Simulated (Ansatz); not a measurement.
Below is a relaxed structure of MgSe3. The cell was found from a structure generator's guess, not taken from experiment.

All numbers below come from Ansatz 0.2.0, DFT PBE, scalar-relativistic, plane waves, PAW. Cutoff 420 eV, Γ-centred mesh, Gaussian smearing, no spin polarisation.

```
Mg Se
1.0
     4.38295    0.00000    0.00000
     0.00000    4.38295    0.00000
     0.00000    0.00000    4.38295
Mg Se
1 3
Direct
  0.00000 0.00000 0.00000
  0.00000 0.50000 0.50000
  0.50000 0.00000 0.50000
  0.50000 0.50000 0.00000
```

Energies over the elements count from the elements' standard structures at the same level, with no fitted energy shifts.

Task: What space group does it have?

Result: Pm-3m (No. 221). Conventional cell: a = 4.383 Å. Mg is surrounded by 12 Se at 3.10 Å; around Se lie 4 Mg at 3.10 Å and 8 Se at 3.10 Å.

Task: What is its formation energy per atom?

Result: +0.08 eV/atom. A positive value: parting into the elements would lower its energy.

Task: Is it a metal?

Result: Yes, bands cross the Fermi level on the 10×10×10 mesh.

The last run used a 10×10×10 mesh for its 4-atom cell and Gaussian smearing of 0.10 eV. The reference form of Se is held partly by dispersion forces, which this level lacks. A structure relaxed within its symmetry needn't be a true minimum. Another cell of MgSe3 relaxed alike, in P6/mmm, lies 48 meV/atom lower, so this cell isn't the stable form at this level.
